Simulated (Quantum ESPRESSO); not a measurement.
Ag2Al4PdTa, input and log of a self-consistent run

Simulated, not a measurement. The program is pw.x of Quantum ESPRESSO 7.5 (plane-wave density functional theory). The cell is made up: eight metal atoms on a face-centred cubic lattice, with elements, volume, strain and displacements drawn at random and not relaxed, so it may be unstable or far from any real phase. PseudoDojo standard norm-conserving files set the functional (PBE unless stated); there is no spin polarisation or spin-orbit coupling, the Fermi-Dirac width of 0.25 eV means electrons at about 2900 K, and the masses in the input are unused placeholders. Heavy elements are run without spin-orbit coupling, which real alloys of them have. A spin test at this wide smearing found no moment, but such smearing suppresses magnetism that the real alloy may have.

Input:

```
&control calculation='scf', pseudo_dir='./dojo.nc.sr.pbe.v0_5.standard.upf', outdir='./o', disk_io='minimal', tprnfor=.true., tstress=.true. /
&system ibrav=0, nat=8, ntyp=4, nbnd=51, ecutwfc=82.02448710, nosym=.true., tot_charge=0,
 occupations='smearing', smearing='fd', degauss=0.0183746611
/
&electrons conv_thr=1.470e-08, electron_maxstep=70, mixing_beta=0.5 /
ATOMIC_SPECIES
Ag 1.0 Ag.upf
Al 1.0 Al.upf
Pd 1.0 Pd.upf
Ta 1.0 Ta.upf
CELL_PARAMETERS angstrom
0.0242 2.0186 1.9539
-4.0335 2.0751 -2.0589
-3.9165 -6.205 5.9628
ATOMIC_POSITIONS angstrom
Ag -0.0449 0.0244 0.0211
Al -4.0096 -4.1466 3.8893
Ag -4.0068 -1.9947 1.9597
Al -4.0613 -0.1984 -0.0328
Al -1.872 -2.0585 4.0613
Pd -1.9104 -0.071 1.946
Al -2.11 2.049 -0.0667
Ta -5.937 -2.0843 3.8895
K_POINTS automatic
8 5 3 1 1 1
```

The log is shortened where brackets say so; the opening notice, blank lines, dates and the lines on written files are dropped, and the path of the files is cut. It prints rydbergs, bohrs and kilobars, and counts compression as positive stress. Its total energy is the free energy E - TS of the whole cell.

```
     Program PWSCF v.7.5
     Parallel version (MPI & OpenMP), running on       4 processor cores
     Number of MPI processes:                 4
     Threads/MPI process:                     1
     [start-up lines left out]
     bravais-lattice index     =            0
     lattice parameter (alat)  =       5.3091  a.u.
     unit-cell volume          =     874.5735 (a.u.)^3
     number of atoms/cell      =            8
     number of atomic types    =            4
     number of electrons       =        81.00
     number of Kohn-Sham states=           51
     kinetic-energy cutoff     =      82.0245  Ry
     charge density cutoff     =     328.0979  Ry
     scf convergence threshold =      1.5E-08
     mixing beta               =       0.5000
     number of iterations used =            8  plain     mixing
     Exchange-correlation= PBE
                           (   1   4   3   4   0   0   0)
     [axes and pseudopotential details left out]
   Cartesian axes
     site n.     atom                  positions (alat units)
         1        Ag     tau(   1) = (  -0.0159817   0.0086849   0.0075103  )
         2        Al     tau(   2) = (  -1.4271790  -1.4759428   1.3843593  )
         3        Ag     tau(   3) = (  -1.4261823  -0.7099945   0.6975366  )
         4        Al     tau(   4) = (  -1.4455811  -0.0706186  -0.0116748  )
         5        Al     tau(   5) = (  -0.6663206  -0.7327035   1.4455811  )
         6        Pd     tau(   6) = (  -0.6799887  -0.0252718   0.6926602  )
         7        Al     tau(   7) = (  -0.7510344   0.7293221  -0.0237412  )
         8        Ta     tau(   8) = (  -2.1132186  -0.7418867   1.3844305  )
     number of k points=    60  Fermi-Dirac smearing, width (Ry)=  0.0184
                       cart. coord. in units 2pi/alat
        k(    1) = (  -0.0825855   0.0321191   0.0577072), wk =   0.0333333
        k(    2) = (   0.0360756   0.1452970  -0.0606881), wk =   0.0333333
     [further k points left out]
     Dense  grid:    87763 G-vectors     FFT dimensions: (  32,  60, 108)
     Estimated max dynamical RAM per process >     270.52 MB
     Estimated total dynamical RAM >    1017.82 MB
     Initial potential from superposition of free atoms
     starting charge      80.9882, renormalised to      81.0000
     Starting wfcs are   55 randomized atomic wfcs
     total cpu time spent up to now is       11.0 secs
     per-process dynamical memory:   214.8 Mb
     Self-consistent Calculation
     iteration #  1     ecut=    82.02 Ry     beta= 0.50
     Davidson diagonalization with overlap
     ethr =  1.00E-02,  avg # of iterations =  4.5
     total cpu time spent up to now is       32.2 secs
     total energy              =   -1031.29915079 Ry
     estimated scf accuracy    <      12.80815546 Ry
     iteration #  2     ecut=    82.02 Ry     beta= 0.50
     Davidson diagonalization with overlap
     ethr =  1.00E-02,  avg # of iterations =  4.5
     total cpu time spent up to now is       60.3 secs
     total energy              =   -1032.15638550 Ry
     estimated scf accuracy    <     126.82900050 Ry
     iteration #  3     ecut=    82.02 Ry     beta= 0.50
     Davidson diagonalization with overlap
     ethr =  1.00E-02,  avg # of iterations =  5.8
     total cpu time spent up to now is       81.0 secs
     total energy              =   -1039.79569244 Ry
     estimated scf accuracy    <       5.74959966 Ry
     iteration #  4     ecut=    82.02 Ry     beta= 0.50
     Davidson diagonalization with overlap
     ethr =  7.10E-03,  avg # of iterations =  2.1
     total cpu time spent up to now is       95.3 secs
     total energy              =   -1039.79641643 Ry
     estimated scf accuracy    <       2.53230965 Ry
     iteration #  5     ecut=    82.02 Ry     beta= 0.50
     Davidson diagonalization with overlap
     ethr =  3.13E-03,  avg # of iterations =  3.2
     total cpu time spent up to now is      112.8 secs
     total energy              =   -1039.87617508 Ry
     estimated scf accuracy    <       0.41178968 Ry
     [iterations 6 to 11 left out]
     iteration # 12     ecut=    82.02 Ry     beta= 0.50
     Davidson diagonalization with overlap
     ethr =  1.23E-07,  avg # of iterations =  1.8
     total cpu time spent up to now is      229.7 secs
     total energy              =   -1039.86939240 Ry
     estimated scf accuracy    <       0.00000334 Ry
     iteration # 13     ecut=    82.02 Ry     beta= 0.50
     Davidson diagonalization with overlap
     ethr =  4.13E-09,  avg # of iterations =  3.1
     total cpu time spent up to now is      248.4 secs
     total energy              =   -1039.86939314 Ry
     estimated scf accuracy    <       0.00000045 Ry
     iteration # 14     ecut=    82.02 Ry     beta= 0.50
     Davidson diagonalization with overlap
     ethr =  5.57E-10,  avg # of iterations =  2.0
     total cpu time spent up to now is      261.8 secs
     total energy              =   -1039.86939321 Ry
     estimated scf accuracy    <       0.00000004 Ry
     iteration # 15     ecut=    82.02 Ry     beta= 0.50
     Davidson diagonalization with overlap
     ethr =  4.84E-11,  avg # of iterations =  3.0
     total cpu time spent up to now is      281.0 secs
     total energy              =   -1039.86939321 Ry
     estimated scf accuracy    <       0.00000002 Ry
     iteration # 16     ecut=    82.02 Ry     beta= 0.50
     Davidson diagonalization with overlap
     ethr =  1.92E-11,  avg # of iterations =  1.9
     total cpu time spent up to now is      297.0 secs
     End of self-consistent calculation
     [lines on levels left out]
!    total energy              =   -1039.86939321 Ry
     estimated scf accuracy    <          2.2E-09 Ry
     smearing contrib. (-TS)   =      -0.05309782 Ry
     internal energy E=F+TS    =   -1039.81629539 Ry
     The total energy is F=E-TS. E is the sum of the following terms:
     one-electron contribution =    -634.53403307 Ry
     hartree contribution      =     353.04771463 Ry
     xc contribution           =    -173.36990580 Ry
     ewald contribution        =    -584.96007115 Ry
     convergence has been achieved in  16 iterations
     Forces acting on atoms (cartesian axes, Ry/au):
     atom    1 type  1   force =    -0.00397450   -0.00334621   -0.00782809
     atom    2 type  2   force =     0.01589585   -0.00405748    0.01596839
     atom    3 type  1   force =     0.04268963   -0.00512858   -0.00862547
     atom    4 type  2   force =     0.02348275    0.03462795   -0.01494795
     atom    5 type  2   force =    -0.03197523   -0.00216859   -0.01334477
     atom    6 type  3   force =    -0.01751589   -0.00420229    0.01662664
     atom    7 type  2   force =     0.00503503   -0.01019211    0.00519675
     atom    8 type  4   force =    -0.03363764   -0.00553268    0.00695449
     Total force =     0.087649     Total SCF correction =     0.000389
     Computing stress (Cartesian axis) and pressure
          total   stress  (Ry/bohr**3)                   (kbar)     P=       38.07
   0.00033966   0.00035875  -0.00047774           49.97       52.77      -70.28
   0.00035875   0.00014388   0.00030399           52.77       21.17       44.72
  -0.00047774   0.00030399   0.00029281          -70.28       44.72       43.07
     init_run     :     10.48s CPU     10.83s WALL (       1 calls)
     electrons    :    284.95s CPU    286.05s WALL (       1 calls)
     forces       :      1.99s CPU      2.00s WALL (       1 calls)
     stress       :      7.46s CPU      7.46s WALL (       1 calls)
     [timing details left out]
     PWSCF        :   5m 5.04s CPU   5m 6.58s WALL
     JOB DONE.
```

In other units: free energy -14148.144 eV for the cell, pressure 3.81 GPa, largest force component 1.098 eV/Å in size. The run took 308 s of wall time with four MPI processes on a shared machine (Intel Xeon, older, virtual cores), so the time is rough. A rerun of this cell at a higher cutoff and on a denser mesh moved values by no more than 0.010 eV in energy, 0.17 GPa in stress and 0.011 eV/Å in force, and a second program with other atomic files agreed on that cell to 2 % rms in force and 0.5 GPa in pressure.